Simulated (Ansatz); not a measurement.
HgTe (zinc blende, space group No. 216) under volume change, DFT-HSE06 in the program Ansatz with PAW potentials, scaled uniformly.

```
V (Å³/atom)  E − E(relaxed) (meV/atom)  P (GPa)
-----------  -------------------------  -------
32.220                             ___      ___
33.282                            18.2     2.88
34.345                             4.3     1.33
35.407                             0.0     0.00
36.469                             3.8    -1.11
37.531                             ___      ___
38.593                            30.4    -2.81
```

Some entries are withheld; supply them.


- 37.531, E − E(relaxed) (meV/atom): 14.3
- 37.531, P (GPa): -2.04
- 32.220, E − E(relaxed) (meV/atom): 43.3
- 32.220, P (GPa): 4.76

What does a third-order Birch–Murnaghan fit give for V₀, B₀ and B′?

V₀ = 35.41 Å³/atom, B₀ = 40.2 GPa, B′ = 4.8.

Space group F-43m (zinc blende). Symmetry was held in the HSE06 relaxation. The hybrid run found no gap, on a coarse k-mesh. Spin–orbit coupling is left out wherever it is not named.

Potentials: the later of the program's two PAW sets.
